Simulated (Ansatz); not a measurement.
## Property card for ZrVGe

ZrVGe:
```xyz
6
Lattice="-1.8672 1.8672 7.2626 1.8672 -1.8672 7.2626 1.8672 1.8672 -7.2626" Properties=species:S:1:pos:R:3 pbc="T T T"
Zr     0.0000     0.0000     9.8220
Zr     0.0000     0.0000     4.7031
V      0.0000     1.8672     0.0000
V      1.8672     0.0000     0.0000
Ge     0.0000     0.0000     1.8367
Ge     0.0000     0.0000    12.6885
```

Space group I4/mmm (No. 139); conventional cell a = 3.734 Å, b = 3.734 Å, c = 14.525 Å, α = 90.00°, β = 90.00°, γ = 90.00°.

Method: r²SCAN (plane waves, PAW; program Ansatz). Geometry: relaxed at this level of theory. Other levels are named where they apply.

**Cell and energy**

Volume per atom: 16.88 Å³
Density: 7.04 g/cm³
Formation energy from the elements (no fitted shifts): -0.74 eV/atom

**Electronic structure**

Electronic character: metallic (no gap)
Density of states at the Fermi level: 0.49 states/eV per atom (mean over ±0.08 eV)

The first step of the workflow began from a Materials Project structure, measured or hypothetical; the Crystallography Open Database copy checked does not list it. Whether it is the stable phase at ambient conditions was not checked. Symmetry was held in the r²SCAN relaxation; whether a distortion lowers the energy is not shown. The run is not spin-polarised. The references are the lowest solids computed at this level, not always the standard phases. Scalar-relativistic: spin–orbit coupling is off unless named, which matters more the heavier the elements.

Potentials: the later of the program's two PAW sets.
